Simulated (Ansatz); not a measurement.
Input:

BaTiO3:
```xyz
5
Lattice="3.9351 0.0000 0.0000 0.0000 3.9351 0.0000 0.0000 0.0000 3.9351" Properties=species:S:1:pos:R:3 pbc="T T T"
Ba     1.9676     1.9676     1.9676
Ti     0.0000     0.0000     0.0000
O      1.9676     0.0000     0.0000
O      0.0000     1.9676     0.0000
O      0.0000     0.0000     1.9676
```

This is the LDA-relaxed structure.

Q: All from plane-wave PAW LDA (Ansatz code), unless another level is named. Estimate the highest zone-centre frequency (without LO–TO term).

A: 480 cm^-1.

Q: Predict the Poisson's ratio.

A: 0.24.

Q: Next, the elastic constants (relaxed ions, GPa)?

A: C11 = 349, C12 = 119, C44 = 132.

Space group Pm-3m (cubic perovskite). This is a known high-temperature phase of the composition, computed here at zero pressure and temperature. Symmetry was held in the LDA relaxation. At this level the phase is dynamically unstable (imaginary phonons). The run is not spin-polarised. Scalar-relativistic: spin–orbit coupling is off unless named, which matters more the heavier the elements.

Potentials: the earlier of the program's two PAW sets.
